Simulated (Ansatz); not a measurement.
**Course of a relaxation: TlS₂**

The cell of TlS₂ is invented: Tl between sheets of the Se type, stage 1 (P4/mmm, No. 123) (sites filled 1 of 2). A sheet's type names the database crystal that the layer was cut from. The dimensions are guesses.

```
Tl S
1.0
     3.32717    0.00000    0.00000
     0.00000    3.32717    0.00000
     0.00000    0.00000    3.99624
Tl S
1 2
Direct
  0.50000 0.50000 0.50000
  0.00000 0.50000 0.00000
  0.50000 0.00000 0.00000
```

All numbers below come from Ansatz 0.2.0, DFT PBE, scalar-relativistic, plane waves, PAW. Cutoff 420 eV, Gaussian smearing, Γ-centred meshes. Cell and atoms relax first on a coarse mesh and then on a finer one. In between, the cell is made exact in the group found at 0.06 Å. In metals the finer mesh still leaves noise of several meV/atom or more. The steps can't lower the symmetry of their start. No spin polarisation.

Steps on the 6×6×4 mesh (3 atoms, 12 steps). The free energy counts from the last step; the plane-wave basis is renewed at times, which shifts energy and pressure.

| step | ΔF (meV/atom) | V (Å³/atom) | P (GPa) |
| --- | --- | --- | --- |
| 1 | 1469.4 | 14.75 | 69.98 |
| 2 | 883.8 | 16.28 | 44.75 |
| 3 | 490.2 | 17.93 | 26.89 |
| 4 | 248.2 | 19.71 | 14.50 |
| 5 | 122.6 | 21.52 | 5.96 |
| 6 | 79.7 | 22.81 | 1.25 |
| 7 | 68.3 | 22.86 | 0.31 |
| 8 | 67.8 | 23.06 | -0.17 |
| 9 | 24.7 | 23.06 | 2.22 |
| 10 | 4.6 | 23.80 | 0.75 |
| 11 | 0.2 | 24.21 | -0.06 |
| 12 | 0.0 | 24.21 | -0.06 |

The relaxed structure, after a last relaxation on the converged mesh:

```
CELL_PARAMETERS angstrom
3.62127 0.00000 0.00000
0.00000 3.62127 0.00000
0.00000 0.00000 5.51081
ATOMIC_POSITIONS crystal
Tl 0.50000 0.50000 0.50000
S 0.00000 0.50000 0.00000
S 0.50000 0.00000 0.00000
```

The symmetry stays P4/mmm (No. 123). The volume per atom grows by 63.4 %, from 14.7 to 24.1 Å³. The shortest distance goes from 2.35 Å (S–S) to 2.56 Å (S–S). The ratio c/a of the conventional cell changes by a factor of 1.27. The energy falls by about 1.5 eV/atom (the start's value is from the coarse mesh). Tl is surrounded by 8 S at 3.30 Å and 4 Tl at 3.62 Å; S is surrounded by 4 S at 2.56 Å and 4 Tl at 3.30 Å.

For TlS₂, the volume per atom is 24.09 Å³ and the density is 6.17 g/cm³. The energy over the elements is +0.12 eV/atom and the gap on the 12×12×8 mesh of the 3-atom cell is 0 eV (a metal).

Formation energies are uncorrected and refer to the elements' standard structures at the same level.

The last run used Gaussian smearing of 0.10 eV. Spin–orbit coupling, which can matter for Tl, is left out. An odd number of electrons in the primitive cell allows no gap without spin; a larger cell or a magnetic state could open one. The reference form of S is held partly by dispersion forces, which this level lacks. Symmetry constrained the relaxation, so the result can be a saddle point. In all, the 3 runs took 2.1 min on 1 thread of Arm Neoverse N1 (shared host).
